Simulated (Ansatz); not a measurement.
# Ba3AlP (Pm-3m)

Method: DFT PBE, scalar-relativistic, plane waves, PAW in Ansatz 0.2.0.

Settings: cutoff 420 eV, Γ-centred mesh 6×6×6 on the computed 5-atom cell, Gaussian smearing of 0.10 eV; no spin polarisation.

The structure is relaxed at this level of theory with its symmetry kept, and needn't be the ground state of this composition.

Space group Pm-3m (No. 221), cubic, a = 6.171 Å. Ba has 2 P at 3.09 Å, 4 Al at 4.36 Å and 8 Ba at 4.36 Å; Al has 12 Ba at 4.36 Å; around P lie 6 Ba at 3.09 Å.

```json
{"Volume per atom": "47.01 Å³", "Formation energy from the elements' standard states (uncorrected)": "-0.335 eV/atom", "Kohn–Sham band gap": "none (metal)", "Density of states at the Fermi level": "9.8 states/eV per cell", "Orbital (Löwdin) character within 0.5 eV of the Fermi level": "Al 3p 66 %, Ba 6s 11 %, unprojected 16 %", "Bader charge by site (e)": "Ba (3 in the cell) 1.13, Al (1 in the cell) -1.52, P (1 in the cell) -1.87"}
```

Spin-orbit coupling is left out, which matters for the bands of heavy elements. Spin polarisation was left out, and a magnetic state may lie lower.

The cell was found from a structure generator's guess, not taken from experiment. Löwdin shares on free-atom orbitals overweight diffuse shells.
